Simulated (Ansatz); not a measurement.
Input:

ScCu$_{2}$Si$_{2}$:
```xyz
5
Lattice="-1.9011 1.9011 5.0104 1.9011 -1.9011 5.0104 1.9011 1.9011 -5.0104" Properties=species:S:1:pos:R:3 pbc="T T T"
Sc     0.0000     0.0000     0.0000
Si     0.0000     0.0000     6.1483
Si     0.0000     0.0000     3.8725
Cu     1.9011     0.0000     2.5052
Cu     0.0000     1.9011     2.5052
```

This is the r²SCAN-relaxed structure.

**Question.** All from r²SCAN in the plane-wave PAW code Ansatz, unless another level is named. Estimate the electronic character.

**Answer.** metallic (no gap).

**Question.** Predict the formation energy from the elements (no fitted shifts).

**Answer.** -0.53 eV/atom.

**Question.** And the density of states at the Fermi level?

**Answer.** 0.20 states/eV per atom (mean over ±0.08 eV).

Space group I4/mmm. The workflow started from a Materials Project entry (that database holds measured and hypothetical structures alike); the Crystallography Open Database copy checked does not list it. Whether it is the stable phase at ambient conditions was not checked. The r²SCAN relaxation kept the symmetry of its start; whether a distortion lowers the energy is not shown. The run is not spin-polarised. The references are the lowest solids computed at this level, not always the standard phases.

Potentials: the later of the program's two PAW sets.
